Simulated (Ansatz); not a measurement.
NaCl (rock salt, Fm-3m), the program Ansatz at the PBEsol level (PAW). The conduction-band minimum lies at Γ, with 1 equivalent valley. Second derivatives d²E/dk² of the lowest band at one valley (eV·Å²), along Cartesian directions:

```csv
direction,d²E/dk²
[100],19.64
[010],19.64
[001],19.64
[110],19.64
[101],19.64
[011],19.64
```

### Question
Find the principal effective masses, the density-of-states mass and the conductivity mass.

### Answer
Off-diagonal terms follow from H_xy = H[110] − (H_xx + H_yy)/2, and m*/mₑ = 7.620 eV·Å² over each eigenvalue: 0.39, 0.39, 0.39. One valley's DOS mass (m₁m₂m₃)^(1/3) = 0.39, conductivity mass 3/(Σ 1/mᵢ) = 0.39 mₑ.

### Question
What effective density of states Nc follows at 300 K for parabolic valleys?

### Answer
Nc = 2.509e19 × 1 × (0.39)^(3/2) ≈ 6.1e18 cm⁻³.

### Question
With the computed static dielectric constant 6.02 (mean of the diagonal), estimate a hydrogenic donor's binding energy and radius.

### Answer
E = 13.606 eV × 0.39/6.02² ≈ 150 meV; a = 0.529 Å × ε/m* ≈ 8.2 Å. Semilocal masses tend to be too small where the gap is.

### Question
With ε∞ = 2.57 and ω_LO = 255 cm⁻¹, what Fröhlich coupling constant follows?

### Answer
α = (1/ε∞ − 1/ε0) √(m* × 13.606 eV/ħω_LO) = 2.9.

Symmetry was held in the PBEsol relaxation; phonons on a q-mesh show no instability.

Potentials: the later of the program's two PAW sets.
